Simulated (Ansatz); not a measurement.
Input, command and steps of an Ansatz relaxation.

```yaml
crystal:
  lattice:
    - [3.0089208911, 0.0, 0.0]
    - [-1.5044604456, 2.6058019297, 0.0]
    - [0.0, 0.0, 13.8416978074]
  atoms:
    - { symbol: Ti, position: [0.3333333333, 0.6666666667, 0.0834562196] }
    - { symbol: Ti, position: [0.6666666667, 0.3333333333, 0.5834562196] }
    - { symbol: Ti, position: [0.6666666667, 0.3333333333, 0.9165437804] }
    - { symbol: Ti, position: [0.3333333333, 0.6666666667, 0.4165437804] }
    - { symbol: Al, position: [0.3333333333, 0.6666666667, 0.75] }
    - { symbol: Al, position: [0.6666666667, 0.3333333333, 0.25] }
    - { symbol: C, position: [0.0, 0.0, 0.0] }
    - { symbol: C, position: [0.0, 0.0, 0.5] }
basis:
  ecutwfc: 500
kpoints:
  mp_grid: { grid: [12, 12, 4] }
hamiltonian:
  xc: r2scan
scf:
  occupations: { method: gaussian, width: 0.1 }
output:
  forces: true
  stress: true
  eigenvalues: true
relax:
  adjacent_minimum: "off"
  f_tol: 0.008
  max_steps: 40
  cell: { stress_tol: 0.015, fix: [a, b, gamma] }
```

```bash
ansatz run input.yaml --threads 2 --pin off --max-ram 5120MiB --backend cpu --events-out ev --progress --plain --runs-dir out
```

Level of theory: DFT r2SCAN, scalar-relativistic, plane waves, PAW in Ansatz.

Of 5 frames 4 are shown, positions in Å and forces in eV/Å; the SCF threshold varies from step to step. Steps run on the plane waves of an earlier cell, with a Pulay correction in the pressure. The basis is chosen afresh for the last frame, the zero of the energies, and at times for earlier ones too; energy and pressure step there, also at an unchanged geometry. The mark taken_back stands on steps that the optimiser undid.

```xyz
8
Lattice="3.0089 0.0000 0.0000 -1.5045 2.6058 0.0000 0.0000 0.0000 13.8417" Properties=species:S:1:pos:R:3:forces:R:3 pbc="T T T" step=1 free_energy_over_end_meV_per_atom=0.14 pressure_GPa=3.65
Ti    0.0000    1.7372    1.1552    0.0000    0.0000    0.0704
Ti    1.5045    0.8686    8.0760    0.0000    0.0000    0.0704
Ti    1.5045    0.8686   12.6865    0.0000    0.0000   -0.0704
Ti    0.0000    1.7372    5.7657    0.0000    0.0000   -0.0704
Al    0.0000    1.7372   10.3813    0.0000    0.0000    0.0000
Al    1.5045    0.8686    3.4604    0.0000    0.0000    0.0000
C     0.0000    0.0000    0.0000    0.0000    0.0000    0.0000
C     0.0000    0.0000    6.9208    0.0000    0.0000    0.0000
8
Lattice="3.0089 0.0000 0.0000 -1.5045 2.6058 0.0000 0.0000 0.0000 13.7525" Properties=species:S:1:pos:R:3:forces:R:3 pbc="T T T" step=2 free_energy_over_end_meV_per_atom=0.17 pressure_GPa=4.35 taken_back
Ti    0.0000    1.7372    1.1566    0.0000    0.0000   -0.0448
Ti    1.5045    0.8686    8.0329    0.0000    0.0000   -0.0448
Ti    1.5045    0.8686   12.5959    0.0000    0.0000    0.0448
Ti    0.0000    1.7372    5.7196    0.0000    0.0000    0.0448
Al    0.0000    1.7372   10.3144    0.0000    0.0000    0.0000
Al    1.5045    0.8686    3.4381    0.0000    0.0000    0.0000
C     0.0000    0.0000    0.0000    0.0000    0.0000    0.0000
C     0.0000    0.0000    6.8763    0.0000    0.0000    0.0000
8
Lattice="3.0089 0.0000 0.0000 -1.5045 2.6058 0.0000 0.0000 0.0000 13.8061" Properties=species:S:1:pos:R:3:forces:R:3 pbc="T T T" step=3 free_energy_over_end_meV_per_atom=-0.01 pressure_GPa=3.85
Ti    0.0000    1.7372    1.1570    0.0000    0.0000   -0.0055
Ti    1.5045    0.8686    8.0600    0.0000    0.0000   -0.0055
Ti    1.5045    0.8686   12.6491    0.0000    0.0000    0.0055
Ti    0.0000    1.7372    5.7460    0.0000    0.0000    0.0055
Al    0.0000    1.7372   10.3545    0.0000    0.0000    0.0000
Al    1.5045    0.8686    3.4515    0.0000    0.0000    0.0000
C     0.0000    0.0000    0.0000    0.0000    0.0000    0.0000
C     0.0000    0.0000    6.9030    0.0000    0.0000    0.0000
8
Lattice="3.0089 0.0000 0.0000 -1.5045 2.6058 0.0000 0.0000 0.0000 13.8042" Properties=species:S:1:pos:R:3:forces:R:3 pbc="T T T" step=5 free_energy_over_end_meV_per_atom=0.00 pressure_GPa=3.88
Ti    0.0000    1.7372    1.1566    0.0000    0.0000    0.0013
Ti    1.5045    0.8686    8.0588    0.0000    0.0000    0.0013
Ti    1.5045    0.8686   12.6476    0.0000    0.0000   -0.0013
Ti    0.0000    1.7372    5.7455    0.0000    0.0000   -0.0013
Al    0.0000    1.7372   10.3532    0.0000    0.0000    0.0000
Al    1.5045    0.8686    3.4511    0.0000    0.0000    0.0000
C     0.0000    0.0000    0.0000    0.0000    0.0000    0.0000
C     0.0000    0.0000    6.9021    0.0000    0.0000    0.0000
```

It took 74 s on 2 threads of Arm Neoverse V2, on a shared host, peak memory 0.79 GiB.